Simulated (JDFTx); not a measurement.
| Item | Value |
|---|---|
| surface | Pt(110) |
| bulk | Pt, Fm-3m, lattice of mp-126 (not re-optimised) |
| slab | 8 atoms in 8 planes, 1x1, 9.8 Å between the outermost planes |
| in-plane cell | 2.788 × 3.943 Å, 10.99 Å² |
| cell height | 25.8 Å |
| sampling | 8×6×1 k mesh, Fermi smearing 0.01 Ha, no spin polarisation |

All numbers are PBE, GBRV ultrasoft potentials, plane waves to 20/100 Ha results from a modified build of JDFTx, not measurements. Vacuum. The outer atoms relax from bulk positions, keeping the cell's symmetry; the lattice is not PBE's own optimum in this code, and that strain can shift the moves by a few hundredths of an ångström. Input:

```
lattice \
  5.2689874820 0.0000000000 0.0000000000 \
  0.0000000000 7.4514735683 0.0000000000 \
  0.0000000000 0.0000000000 48.7549340153
coords-type Lattice
ion Pt 0.5000000000 0.5000000000 -0.1891239990 1
ion Pt 0.0000000000 0.0000000000 -0.1350885710 0
ion Pt 0.5000000000 0.5000000000 -0.0810531430 0
ion Pt 0.0000000000 0.0000000000 -0.0270177140 0
ion Pt 0.5000000000 0.5000000000 0.0270177140 0
ion Pt 0.0000000000 0.0000000000 0.0810531430 0
ion Pt 0.5000000000 0.5000000000 0.1350885710 0
ion Pt 0.0000000000 0.0000000000 0.1891239990 1
ion-species pseudo/pt_pbe_v1.4.upf
elec-cutoff 20 100
elec-ex-corr gga-PBE
coulomb-interaction Slab 001
coulomb-truncation-embed 0 0 0
kpoint-folding 8 6 1
elec-smearing Fermi 0.01
lcao-params 10
elec-n-bands 81
electronic-scf nIterations 100 energyDiffThreshold 1e-07
ionic-minimize nIterations 10 energyDiffThreshold 1e-5 knormThreshold 4e-4
dump-name vac.$VAR
dump End State Ecomponents EigStats BandEigs Forces ElecDensity IonicPositions Fillings Kpoints Dtot
```

**Question.** How far do the free atoms of the upper face move along the normal, and how much energy is released?

**Answer.** Pt (atom 8) -0.08 Å (positive: outward). The free energy falls by 0.046 eV per cell, 34 mJ/m².
